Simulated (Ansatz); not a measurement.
Here is the system:

SiO$_{2}$ (rutile)

Space group P4₂/mnm (No. 136); a = 4.1945 Å, b = 4.1945 Å, c = 2.6782 Å, α = 90.00°, β = 90.00°, γ = 90.00°

```csv
atom,site,symmetry,x,y,z
Si,2a,m.mm,0.0000,0.0000,0.0000
O,4g,m.2m,0.1939,0.1939,0.5000
```

The volume is varied about the relaxed value V₀ at fixed cell shape. The atoms relax within the cell's symmetry.

Level of theory: PBEsol (plane waves to 420 eV, PAW, scalar-relativistic; Ansatz, a first-principles code). k mesh 8×8×12 (Γ-centred), Fermi-Dirac smearing 0.05 eV. The energy includes the smearing's −TS. Compression counts positive. With the shape held, the modulus is that of even scaling; a crystal free to change shape is softer. SiO2 was relaxed with its symmetry unable to fall. The PAW data are Ansatz's earlier set. ΔE is measured from the relaxed starting cell.

The scan covers V/V₀ from 0.840 to 1.160 in 9 points.

Task: What is the fitted pressure derivative B₀′?

Result: 4.4.

Task: What bulk modulus at fixed cell shape B₀ follows from a third-order Birch-Murnaghan fit?

Result: 298 GPa.

(Under strain, the slope of the energy per volume gives the stress and its curvature an elastic modulus.)
